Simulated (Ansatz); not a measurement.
**Electric field gradients in NaHgF3**

All numbers below come from DFT PBE, scalar-relativistic, plane waves, PAW (Ansatz 0.2.0). Cutoff 420 eV, 8×8×8 k-points (Γ-centred), fixed occupations. No spin polarisation.

Equilibrium structure at this level:
```xyz
5
Lattice="4.5611 0.0000 0.0000 0.0000 4.5611 0.0000 0.0000 0.0000 4.5611" Properties=species:S:1:pos:R:3 pbc="T T T"
Na    0.0000    0.0000    0.0000
Hg    2.2806    2.2806    2.2806
F     0.0000    2.2806    2.2806
F     2.2806    0.0000    2.2806
F     2.2806    2.2806    0.0000
```

The cell was built by swapping an element in a database structure (itself possibly hypothetical) and relaxing; it need not be the stable form of this composition. Spin–orbit coupling is left out, which matters for gradients at heavy nuclei.

Question: Give V_zz (10²¹ V/m²) and the asymmetry η at each distinct site.

Answer:
```tsv
atom	V_zz	η
Na (atom 1)	0.000	zero by symmetry
Hg (atom 2)	0.000	zero by symmetry
F (atom 3)	11.69	0.00
```

Symmetry holds off the tilts and polar distortions that many cubic perovskites undergo.